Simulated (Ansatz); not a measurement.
HgSe:
```
HgSe
1.0
    0.00000     3.06643     3.06643
    3.06643     0.00000     3.06643
    3.06643     3.06643     0.00000
Se Hg
1 1
Direct
  0.75000   0.75000   0.75000
  0.00000   0.00000   0.00000
```

This is the PBEsol-relaxed structure.

All from plane-wave PAW PBEsol (Ansatz code), unless another level is named. Estimate the electronic character.

no gap, with almost no states at the Fermi level (zero-gap or semimetallic).

What about the formation energy from the elements (no fitted shifts)?

-0.21 eV/atom.

What about the gap with spin–orbit coupling?

none (metallic).

Space group F-43m (zinc blende). The PBEsol relaxation kept the symmetry of its start. The references are the lowest solids computed at this level, not always the standard phases. Scalar-relativistic: spin–orbit coupling is off unless named, which matters more the heavier the elements.

Potentials: the later of the program's two PAW sets.
